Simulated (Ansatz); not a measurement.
Given:

Ti (hcp, Mg type), conventional cell a = b = 2.9389 Å, c = 4.6500 Å, α = β = 90.00°, γ = 120.00°. The calculation uses the primitive cell of 2 atoms, to which meshes and values per cell refer.

E(V) scan at fixed shape, V₀ the volume above. Symmetry pins the atoms to their sites.

The numbers are results of PBE (plane waves to 420 eV, PAW, scalar-relativistic; Ansatz, a quantum-chemistry and plane-wave program), not measurements. k mesh 18×18×10 (Γ-centred), Fermi-Dirac smearing 0.05 eV. E stands for the smeared free energy. Stress and pressure are positive under compression. With the shape held, the modulus is that of even scaling; a crystal free to change shape is softer. The PAW data are Ansatz's earlier set. Ti is run without spin polarisation. Ti was relaxed with its symmetry unable to fall. ΔE is measured from the relaxed starting cell.

The scan covers V/V₀ from 0.900 to 1.100 in 9 points.

**Question.** What pressure does the cell carry at V/V₀ = 0.900?

**Answer.** 14.2 GPa.

**Question.** What is ΔE at V/V₀ = 0.900?

**Answer.** 71 meV/atom.

**Question.** What is ΔE at V/V₀ = 1.100?

**Answer.** 52 meV/atom.

(A scan under strain: stresses follow from slopes of the energy per volume, elastic moduli from its curvatures.)
